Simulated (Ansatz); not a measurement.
A structure of CaSiO3 relaxed with r2SCAN (plane waves to 500 eV, PAW, scalar-relativistic; Ansatz, a quantum-chemistry and plane-wave program); single points at other levels follow on the same geometry (Ansatz, PAW; HSE06 at 420 eV on a 6×6×6 k-mesh; no spin-orbit coupling). Space group Imma (No. 74).

```xyz
10
Lattice="-2.5253 3.5618 2.5313 2.5253 -3.5618 2.5313 2.5253 3.5618 -2.5313" Properties=species:S:1:pos:R:3 pbc="T T T"
Ca     2.5253     1.7809    -0.0023
Ca     0.0000     1.7809     2.5336
Si     0.0000     0.0000     0.0000
Si     0.0000     3.5618     0.0000
O      0.0000     1.7809     0.1496
O      2.5253     1.7809     2.3817
O      1.2626     3.6687     1.2656
O      1.2626     3.4548    -1.2656
O      1.2626    -0.1070     1.2656
O     -1.2626     3.6687     1.2656
```

```
level   gap (eV)    kind  conduction minimum
------  --------  ------  ------------------
r2SCAN      5.02  direct                   Γ
HSE06          ?       –                   ?
```

Task: Complete the blanks.

Result: 
- HSE06, gap (eV): 5.99
- HSE06, conduction minimum: Γ

For this cell size the semilocal gaps come from the SCF mesh and high-symmetry points. No spin polarisation in the result.

The run could not lose the symmetry of its start.

The first start was generated by placing the elements on the sites of a structure type. Materials Project lists a structure of CaSiO3 in the same space group, Imma (No. 74); the sites were not compared with it, nor with measured phases.
